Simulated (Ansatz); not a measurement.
**NiOsC₄N₄: from a guess to a relaxed structure**

Method: DFT PBE, scalar-relativistic, plane waves, PAW in Ansatz. Cutoff 420 eV, Gaussian smearing, Γ-centred meshes. Cell and atoms relax first on a coarse mesh and then on a converged one. In between, the cell is made exact in the group found at 0.06 Å. The steps can't lower the symmetry of their start. Collinear spin, starting moments Ni 2.0; Os 1.0 μB; they died out on the coarse mesh, so the last step has no spin.

The cell of NiOsC₄N₄ is invented: two interpenetrating cyanide-bridged diamond nets (P-43m, No. 215). Its size is a rough estimate.

```
CELL_PARAMETERS angstrom
5.85837 0.00000 0.00000
0.00000 5.85837 0.00000
0.00000 0.00000 5.85837
ATOMIC_POSITIONS crystal
Ni 0.50000 0.50000 0.50000
Os 0.00000 0.00000 0.00000
C 0.18685 0.18685 0.18685
C 0.18685 0.81315 0.81315
C 0.81315 0.18685 0.81315
C 0.81315 0.81315 0.18685
N 0.30216 0.30216 0.30216
N 0.30216 0.69784 0.69784
N 0.69784 0.30216 0.69784
N 0.69784 0.69784 0.30216
```

Energies over the elements count from the elements' standard structures at the same level (N₂ as a molecule), with no fitted energy shifts.

Task: Describe the relaxed structure.

Result: The symmetry stays P-43m (No. 215). The volume per atom shrinks by 6.2 %, from 20.1 to 18.9 Å³. The shortest distance goes from 1.17 Å (C–N) to 1.19 Å (C–N). The energy falls by about 0.05 eV/atom (the start's value is from the coarse mesh). Conventional cell: a = 5.734 Å. Ni is surrounded by 4 N at 1.86 Å; Os has 4 C at 1.92 Å; C has 1 N at 1.19 Å and 1 Os at 1.92 Å; around N lie 1 C at 1.19 Å and 1 Ni at 1.86 Å.

```
Ni Os C N
1.0
     5.73433    0.00000    0.00000
     0.00000    5.73433    0.00000
     0.00000    0.00000    5.73433
Ni Os C N
1 1 4 4
Cartesian
  2.8672 2.8672 2.8672
  0.0000 0.0000 0.0000
  1.1076 1.1076 1.1076
  1.1076 4.6267 4.6267
  4.6267 1.1076 4.6267
  4.6267 4.6267 1.1076
  1.7927 1.7927 1.7927
  1.7927 3.9416 3.9416
  3.9416 1.7927 3.9416
  3.9416 3.9416 1.7927
```

Task: How does it come out in energy, and is it a metal?

Result: The formation energy is +0.597 eV/atom. The gap on the 6×6×6 mesh of the 10-atom cell is 0.27 eV.

The separate elements lie lower, so it is unstable against them.

The last run used Gaussian smearing of 0.01 eV. These runs have no spin–orbit coupling, which can matter for Os. Kohn–Sham gaps at this level usually fall short of measured ones. The reference form of C is held partly by dispersion forces, which this level lacks. Trial moments died out on the coarse mesh, so the last step has no spin; another magnetic start might hold. Small gaps are read on the mesh alone, and bands can cross between its points. Symmetry constrained the relaxation, so the result can be a saddle point. In all, the 3 runs took 9.4 min on 1 thread of Arm Neoverse N1 (shared host).
